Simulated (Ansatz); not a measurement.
# SiGe₃: computed property card

SiGe3:
```yaml
crystal:
  lattice:
    - [3.96671, 0.00000, 0.00000]
    - [0.00000, 3.96671, 0.00000]
    - [0.00000, 0.00000, 5.60008]
  atoms:
    - { symbol: Si, position: [0.00000, 0.00000, 0.00000] }
    - { symbol: Ge, position: [0.50000, 0.00000, 0.24435] }
    - { symbol: Ge, position: [0.50000, 0.50000, 0.50000] }
    - { symbol: Ge, position: [0.00000, 0.50000, 0.75565] }
```

Space group P-4m2 (No. 115); conventional cell a = 3.967 Å, b = 3.967 Å, c = 5.600 Å, α = 90.00°, β = 90.00°, γ = 90.00°.

Method: r²SCAN in the plane-wave PAW code Ansatz. Geometry: relaxed at this level of theory. Other levels are named where they apply.

### Cell and energy

- Volume per atom: 22.03 Å³
- Density: 4.64 g/cm³
- Formation energy from the elements (no fitted shifts): 0.008 eV/atom

### Electronic structure

- Band gap: 0.56 eV (indirect)
- Valence-band maximum: at Γ
- Conduction-band minimum: at R (2 equivalent valleys)
- Smallest direct gap on the standard path: 0.87 eV
- Electron effective mass: 0.079, 0.11, 0.23 mₑ (principal values)
- Electron effective mass with spin–orbit coupling: 0.079, 0.11, 0.23 mₑ (principal values)
- Hole effective mass, band 1 of 2 at the edge: 1.7 along x, 0.22 along z (mₑ)
- Hole effective mass, band 2 of 2 at the edge: 0.046 along x, 0.22 along z (mₑ)
- Hole effective mass with spin–orbit coupling: 0.086, 0.10, 0.21 mₑ (principal values)
- HSE06 gap on the r²SCAN cell: 0.93 eV
- Gap with spin–orbit coupling: 0.49 eV

### Mechanics

- Bulk modulus (Birch–Murnaghan fit) = 781 kbar
- Pressure derivative B′ = 4.6

### Charges

* **Bader charges**: Si +0.34, Ge -0.17 to 0.00 e

The start of the workflow was typed in or built on a structure type; neither database checked (COD, Materials Project) lists it. Its standing as an ambient phase is unchecked. Symmetry was held in the r²SCAN relaxation; its stability against distortions is not shown here. The references are the lowest solids computed at this level, not always the standard phases. Scalar-relativistic: spin–orbit coupling is off unless named, which matters more the heavier the elements.

Potentials: the earlier of the program's two PAW sets.
